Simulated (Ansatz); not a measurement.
Input file for Ansatz (a quantum-chemistry and plane-wave program):

Ansatz 0.2 input:
```yaml
crystal:
  lattice:
    - [0.0, 2.9723895609, 2.9723895609]
    - [2.9723895609, 0.0, 2.9723895609]
    - [2.9723895609, 2.9723895609, 0.0]
  atoms:
    - { symbol: Li, position: [0.25, 0.25, 0.25] }
    - { symbol: Li, position: [0.75, 0.75, 0.75] }
    - { symbol: Se, position: [0.0, 0.0, 0.0] }
kpoints:
  mp_grid: { grid: [7, 7, 7] }
  band_path:
    path:
      - [[0.0, 0.0, 0.0], [0.5, 0.0, 0.5], [0.625, 0.25, 0.625]]  # Γ-X-U
      - [[0.375, 0.375, 0.75], [0.0, 0.0, 0.0], [0.5, 0.5, 0.5], [0.5, 0.25, 0.75], [0.5, 0.0, 0.5]]  # K-Γ-L-W-X
      - [VBM, CBM]
    npoints: 12
basis: { xc_grid: 2 }
hamiltonian:
  xc: pbesol
  pseudopotentials: { kind: paw }
magnetization: { noncollinear: true, spin_orbit: true }
scf:
  n_extra_bands: 12
  convergence: { dr2_threshold: 0.0000000001 }
  occupations: { method: gaussian, width: 0.01 }
checkpoint: { write: soc.run }
output: { eigenvalues: true }
```

Output (shortened):

```
Pseudopotential: Li, paw_fr, valence charge 3
Pseudopotential: Se, paw_fr, valence charge 16
Functional definition: PBEsol
non-collinear run that drives no moment, with spin-orbit …
Crystal: 3 atoms, lattice volume = 52.523 Å³
Basis set: ecut = 420 eV, 965 PW (Γ), exchange–correlation on 60×60×60 points (8 copies of the dense FFT grid, shifted against one another)
Bands: 34, of which v1, the nominal top of the filled ones, is band 22 counted from 1 (21 counted from 0)
Symmetry: 48 space group operations + 48 with time reversal
k-points: 20 of 343
Projection manifold: j_resolved (fully-relativistic pseudo-atomic orbitals)
SCF iter   1: F=—  HF=-5834.197535 eV  |F-HF|=—  |Δ(HF+E_count)|=         —  Δρ=2.94e-2  dr2=2.94e-1  dr2_m=0.00e0 (ungated)  ethr=3.10e-3  |M|=0.00e0 ∫|m|=0.00e0 μB  |m|>n=0.0e0 m-floor=0.0e0 τ_xc=0.0e0  β_m=0.30  ⟨swp⟩=7.0  Hψ=2085  notcnv=0  defer=30
preconditioner: auto → none
SCF iter   2: F=—  HF=-5834.146967 eV  |F-HF|=—  |Δ(HF+E_count)|=   5.06e-2  Δρ=1.97e-2  dr2=1.32e-1  dr2_m=0.00e0 (ungated)  ethr=1.34e-3  |M|=0.00e0 ∫|m|=0.00e0 μB  |m|>n=0.0e0 m-floor=0.0e0 τ_xc=0.0e0  β_m=0.60  ⟨swp⟩=2.0  Hψ=487  notcnv=0  defer=106
SCF iter   3: F=—  HF=-5834.129518 eV  |F-HF|=—  |Δ(HF+E_count)|=   1.74e-2  Δρ=1.94e-3  dr2=1.17e-3  dr2_m=0.00e0 (ungated)  ethr=6.00e-4  |M|=0.00e0 ∫|m|=0.00e0 μB  |m|>n=0.0e0 m-floor=0.0e0 τ_xc=0.0e0  β_m=0.58  ⟨swp⟩=2.0  Hψ=384  notcnv=0  defer=106
SCF iter   4: F=—  HF=-5834.129492 eV  |F-HF|=—  |Δ(HF+E_count)|=   2.61e-5  Δρ=2.80e-4  dr2=5.63e-5  dr2_m=0.00e0 (ungated)  ethr=5.33e-6  |M|=0.00e0 ∫|m|=0.00e0 μB  |m|>n=0.0e0 m-floor=0.0e0 τ_xc=0.0e0  β_m=0.62  ⟨swp⟩=2.0  Hψ=574  notcnv=0  defer=106
SCF iter   5: F=—  HF=-5834.129507 eV  |F-HF|=—  |Δ(HF+E_count)|=   1.53e-5  Δρ=9.74e-5  dr2=3.09e-6  dr2_m=0.00e0 (ungated)  ethr=2.56e-7  |M|=0.00e0 ∫|m|=0.00e0 μB  |m|>n=0.0e0 m-floor=0.0e0 τ_xc=0.0e0  β_m=0.76  ⟨swp⟩=2.0  Hψ=374  notcnv=0  defer=106
SCF iter   6: F=—  HF=-5834.129508 eV  |F-HF|=—  |Δ(HF+E_count)|=   1.53e-6  Δρ=9.20e-6  dr2=5.95e-8  dr2_m=0.00e0 (ungated)  ethr=1.40e-8  |M|=0.00e0 ∫|m|=0.00e0 μB  |m|>n=0.0e0 m-floor=0.0e0 τ_xc=0.0e0  β_m=0.80  ⟨swp⟩=2.1  Hψ=499  notcnv=0  defer=106
SCF iter   7: F=—  HF=-5834.129509 eV  |F-HF|=—  |Δ(HF+E_count)|=   3.39e-7  Δρ=1.15e-6  dr2=4.57e-10  dr2_m=0.00e0 (ungated)  ethr=2.71e-10  |M|=0.00e0 ∫|m|=0.00e0 μB  |m|>n=0.0e0 m-floor=0.0e0 τ_xc=0.0e0  β_m=0.85  ⟨swp⟩=2.0  Hψ=398  notcnv=0  defer=106
SCF iter   8: F=-5834.129509 eV  HF=-5834.129509 eV  |F-HF|=1.55e-11  |Δ(HF+E_count)|=  9.55e-10  Δρ=1.28e-7  dr2=9.91e-12  dr2_m=0.00e0 (ungated)  ethr=1.00e-12  |M|=0.00e0 ∫|m|=0.00e0 μB  |m|>n=0.0e0 m-floor=0.0e0 τ_xc=0.0e0  ⟨swp⟩=8.6  Hψ=1329  notcnv=0
SCF 1 converged in 8 iterations: F = -5834.129509 eV  dr2 = 9.91e-12
NSCF: frozen V_eff on 16 k-points
NSCF: frozen V_eff on 16 k-points
NSCF: frozen V_eff on 16 k-points
NSCF: frozen V_eff on 5 k-points
NSCF: frozen V_eff on 5 k-points
NSCF: frozen V_eff on 5 k-points
NSCF: frozen V_eff on 5 k-points
NSCF: frozen V_eff on 3 k-points
NSCF: frozen V_eff on 87 k-points
SCF converged after 8 iterations
Magnetization: |M| = 0.0000 μB,  M = (+0.0000, +0.0000, +0.0000) μB
Absolute magnetization: 0.0000 μB (∫|m|)
  site 0: m = (+0.0000, +0.0000, +0.0000) μB, |m| = 0.0000 μB  (R = 1.06 Å)
  site 1: m = (+0.0000, +0.0000, +0.0000) μB, |m| = 0.0000 μB  (R = 1.06 Å)
  site 2: m = (+0.0000, +0.0000, +0.0000) μB, |m| = 0.0000 μB  (R = 1.06 Å)
Free energy (F): -5834.129509 eV
Harris-Foulkes:  -5834.129509 eV  (|F-HF|=1.55e-11)
Internal energy: -5834.129509 eV  (E = F + TS)
E sigma→0 (E₀):  -5834.129509 eV
Fermi energy:    5.112029 eV
--- Per-component energies (eV) ---
  E_band       = -585.013827
  E_kinetic    = 164.683277
  E_local      = -2993.446435  (includes V_loc(G=0)·N_el)
  E_nonlocal   = -659.482588
  E_hartree    = 1417.810595
  E_xc         = -125.996257
  E_vxc        = -127.567243  (∫ρ·V_xc dr)
  E_paw        = -1907.007580  (= ΣΔE_a)
  E_vpaw       = 195.178361  (= ΣTr[D̂ρ^β])
  E_aug_tail   = -0.000334  (compensation charges beyond the density's cutoff)
  E_ewald      = -1731.702373
  E_core_change = 1.012185  (= ΣΔE_core)
  E_smearing   =  0.000000  (= −TS)
  E_closure    = 0.000000  (closes the sum)
  Σ components = -5834.129509   (vs F -5834.129509, Δ=0.00e0)
  [band-id]    e_kinetic+e_local+e_nonlocal+2·e_hartree+e_vxc+e_vpaw+e_augmentation_tail = -585.013772   (vs E_band -585.013827, Δ=5.58e-5)
--- Band table (eV; the first three rows and the last of 20) ---
  k-point 0: bands = ["-42.6201", "-42.6201", "-42.6201", "-42.6201", "-41.7278", "-41.7278", "-41.7250", "-41.7250", "-41.7250", "-41.7250", "-40.4268", "-40.4268", "-40.3980", "-40.3980", "-7.9215", "-7.9215", "3.3047", "3.3047", "3.6989", "3.6989", …
  k-point 1: bands = ["-42.6201", "-42.6201", "-42.6201", "-42.6201", "-41.7279", "-41.7279", "-41.7251", "-41.7251", "-41.7250", "-41.7250", "-40.4252", "-40.4252", "-40.3992", "-40.3992", "-7.8553", "-7.8553", "2.6756", "2.6756", "3.3550", "3.3550", …
  k-point 2: bands = ["-42.6202", "-42.6202", "-42.6201", "-42.6201", "-41.7280", "-41.7280", "-41.7252", "-41.7252", "-41.7250", "-41.7250", "-40.4209", "-40.4209", "-40.4027", "-40.4027", "-7.6961", "-7.6961", "1.4181", "1.4181", "3.0909", "3.0909", …
  k-point 19: bands = ["-42.6202", "-42.6202", "-42.6201", "-42.6201", "-41.7281", "-41.7281", "-41.7252", "-41.7252", "-41.7250", "-41.7250", "-40.4118", "-40.4118", "-40.4104", "-40.4104", "-7.4201", "-7.4201", "1.3070", "1.3070", "1.5630", "1.5630", …
```

Cost: very roughly 24 core-seconds on shared cores.

Space group Fm-3m (anti-fluorite). The cell was relaxed with PBEsol under the symmetry of its start.

Potentials: the later of the program's two PAW sets.

Ansatz is a plane-wave DFT program.
